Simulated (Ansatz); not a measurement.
Relaxed candidate structures of KF:

A. P6₃/mmc (No. 194), hP4, NiAs type; a = b = 3.656 Å, c = 6.461 Å, α = β = 90.00°, γ = 120.00°; K 2a (0.000, 0.000, 0.000); F 2d (0.667, 0.333, 0.250)

B. Fm-3m (No. 225), cF8, rock salt type; a = b = c = 5.3063 Å, α = β = γ = 90.00°; F 4a (0.000, 0.000, 0.000); K 4b (0.500, 0.500, 0.500)

C. F-43m (No. 216), cF8, zinc blende type; a = b = c = 5.846 Å, α = β = γ = 90.00°; F 4d (0.750, 0.750, 0.750); K 4a (0.000, 0.000, 0.000)

Question: Put the candidates in order of energy per atom, lowest first, for PBEsol (plane waves to 420 eV, PAW, scalar-relativistic; Ansatz, an electronic-structure program).

Answer: B (reference, the lowest of the structures calculated here), A (+39 meV/atom), C (+98 meV/atom)

Question: Give each candidate's band gap.

Answer: No candidate is metallic. A: 6.10 eV (no spin-orbit coupling); B: 6.15 eV (no spin-orbit coupling); C: 5.26 eV (no spin-orbit coupling).

Each run could gain symmetry but not lose that of its start, so entries can be saddle points. From databases, or of a type measured for this composition: Fm-3m, cF8, rock salt type; the others are generated cells (placed on structure types, drawn at random, substituted or restacked) that were not matched to a known phase here. Energies are at zero temperature and pressure, without zero-point motion. No spin polarisation in the result.
